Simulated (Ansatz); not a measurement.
Ansatz (a first-principles code) input:

Ansatz 0.2 input:
```yaml
crystal:
  lattice:
    - [0.0, 3.2545045304, 3.2545045304]
    - [3.2545045304, 0.0, 3.2545045304]
    - [3.2545045304, 3.2545045304, 0.0]
  atoms:
    - { symbol: Te, position: [0.75, 0.75, 0.75] }
    - { symbol: Mg, position: [0.0, 0.0, 0.0] }
kpoints:
  mp_grid: { grid: [7, 7, 7] }
basis: { xc_grid: 2 }
hamiltonian:
  xc: pbe
  pseudopotentials: { kind: paw }
scf:
  occupations: { method: fixed }
checkpoint: { read: static.run }
output: { bader: true, populations: true }
```

Output (shortened):

```
Pseudopotentials: kind: paw
Pseudopotential: Te, paw, valence charge 16
Pseudopotential: Mg, paw, valence charge 10
Functional definition: PBE
Crystal: 2 atoms, lattice volume = 68.942 Å³
Basis set: ecut = 420 eV, 1363 PW (Γ), exchange–correlation on 64×64×64 points (8 copies of the dense FFT grid, shifted against one another)
Bands: 17, of which v1, the nominal top of the filled ones, is band 13 counted from 1 (12 counted from 0)
Symmetry: 24 space group operations
Space group: F-43m (ITA 216), of the structure as read, at distance tolerance 4.1e-5 Å
k-points: 20 of 343 (time reversal used)
Initial density: read from a saved state, or passed on in memory by an earlier SCF of this step, an earlier step, the calling program or the single point that …
Stability of the state it starts from, as read at its close in the unpolarized treatment …
Initial wavefunctions: pseudopotential atomic-orbital guess
Eigensolver: davidson
Functional: x = pbe(κ = 0.804, μ = 0.2195149727645171), c = pbe(β = 0.06672455060314922)
iter 1 solved again at ethr=1.54e-7 eV; its pass at ethr=3.10e-3 eV (dr2=4.00e-5 eV) is discarded
SCF iter   1: F=—  HF=-8905.523242 eV  |F-HF|=—  |Δ(HF+E_count)|=         —  Δρ=7.04e-7  dr2=3.72e-10  ethr=1.54e-7  ⟨swp⟩=3.0  Hψ=2491  notcnv=0  defer=36
all-band conjugate gradients solve this SCF's bands
preconditioner: auto → none
SCF iter   2: F=-8905.523242 eV  HF=-8905.523242 eV  |F-HF|=4.22e-10  |Δ(HF+E_count)|=   5.61e-8  Δρ=6.21e-7  dr2=4.30e-10  ethr=1.43e-12  ⟨swp⟩=9.3  Hψ=1855  notcnv=0
SCF 1 converged in 2 iterations: F = -8905.523242 eV  dr2 = 4.30e-10
SCF converged after 2 iterations
Free energy (F): -8905.523242 eV
Harris-Foulkes:  -8905.523242 eV  (|F-HF|=4.22e-10)
Internal energy: -8905.523242 eV  (E = F + TS)
E sigma→0 (E₀):  -8905.523242 eV
Fermi energy:    4.103948 eV
--- Per-component energies (eV) ---
  E_band       = -673.170513
  E_kinetic    = 255.981385
  E_local      = -3334.586959  (includes V_loc(G=0)·N_el)
  E_nonlocal   = -214.148495
  E_hartree    = 1585.409887
  E_xc         = -153.032874
  E_vxc        = -141.232319  (∫ρ·V_xc dr)
  E_paw        = -4955.850395  (= ΣΔE_a)
  E_vpaw       = -410.004154  (= ΣTr[D̂ρ^β])
  E_aug_tail   = -0.000172  (compensation charges beyond the density's cutoff)
  E_ewald      = -2089.295621
  E_smearing   =  0.000000  (= −TS)
  E_closure    = 0.000000  (closes the sum)
  Σ components = -8905.523242   (vs F -8905.523242, Δ=0.00e0)
  [band-id]    e_kinetic+e_local+e_nonlocal+2·e_hartree+e_vxc+e_vpaw+e_augmentation_tail = -673.170939   (vs E_band -673.170513, Δ=-4.26e-4)
--- Band table (eV; the first three rows and the last of 20) ---
  k-point 0: bands = ["-71.0155", "-37.7698", "-37.7698", "-37.7698", "-30.9549", "-30.9549", "-30.9549", "-30.9476", "-30.9476", "-6.0079", "4.1039", "4.1039", "4.1039", "6.4328", "9.5462", "9.5462", "9.5462"]
  k-point 1: bands = ["-71.0155", "-37.7698", "-37.7698", "-37.7698", "-30.9549", "-30.9548", "-30.9548", "-30.9476", "-30.9476", "-5.9157", "3.1731", "4.0168", "4.0168", "7.1886", "9.5019", "9.7495", "9.7495"]
  k-point 2: bands = ["-71.0155", "-37.7699", "-37.7698", "-37.7698", "-30.9550", "-30.9547", "-30.9547", "-30.9476", "-30.9476", "-5.6890", "1.8835", "3.8413", "3.8413", "7.4678", "9.8529", "9.8529", "10.4615"]
  k-point 19: bands = ["-71.0155", "-37.7699", "-37.7699", "-37.7698", "-30.9551", "-30.9547", "-30.9543", "-30.9476", "-30.9474", "-5.2701", "1.4533", "2.2230", "2.9529", "8.3097", "9.5948", "10.5466", "10.9755"]
  band table: 17 of 17 bands, residual norms ≤ 1.0e-3 eV
--- Löwdin populations: 2 sites ---
  site symbol       q [e]
     0     Te     17.1649
     1     Mg      8.6901
  spilling = 0.005576 (of n_electrons = 26.000000)
--- Bader charges: 2 sites ---
  site symbol  charge [e]  shift [e]
     0     Te     -1.5372     0.0004
     1     Mg      1.5372     0.0004
  shift: an alarm, by how much a part of what the PAW files miss would move the charge. Where it is large, compare
  with a run on PAW files of another source; a small one proves nothing
  estimated error of the sums over rays = 2.4e-4 e
```

Cost: roughly 30 core-seconds on shared cores.

Symmetry was held in the PBE relaxation; phonons on a q-mesh show no instability. Spin–orbit coupling is left out wherever it is not named.

Potentials: the later of the program's two PAW sets.

Ansatz is a plane-wave DFT program.
